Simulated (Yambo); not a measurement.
G0W0@PBEsol for a free-standing LuIO monolayer (symmetry P4/nmm, slab cell 20.8 Å high) in Yambo. Reference settings: 4×4×1 Γ-centred k mesh, bands 3 to 166 and a 6 Ry block in the screening, 166 bands in G with the Bruneval-Gonze terminator, plasmon pole fitted at 27.2 eV, slab-truncated Coulomb interaction, stochastic integration of W near q = 0. The PBEsol gap X → M on this mesh is 3.22 eV; G0W0 gaps are taken between the same points.

The settings were changed. The gap went from 5.00 eV to 4.94 eV, and the shift of the valence edge from -0.96 eV to -0.92 eV.

### Question
What was changed between the two runs?
A. 89 bands in W
B. 5 Ry block
C. no terminator
D. 75 bands in G

### Answer
B, 5 Ry block. The others gave (gap, valence shift): no terminator: 4.99, -0.77 eV; 75 bands in G: 4.95, -0.77 eV; 89 bands in W: 5.00, -0.81 eV.

Spin-orbit coupling is not included.

Geometry relaxed with PBEsol; primitive cell a = b = 3.820 Å, c = 20.800 Å, α = β = γ = 90.00°.

This is a model layer cut from the bulk structure; whether it is stable on its own was not checked.

A shift is the quasiparticle energy of the state minus its PBEsol energy.
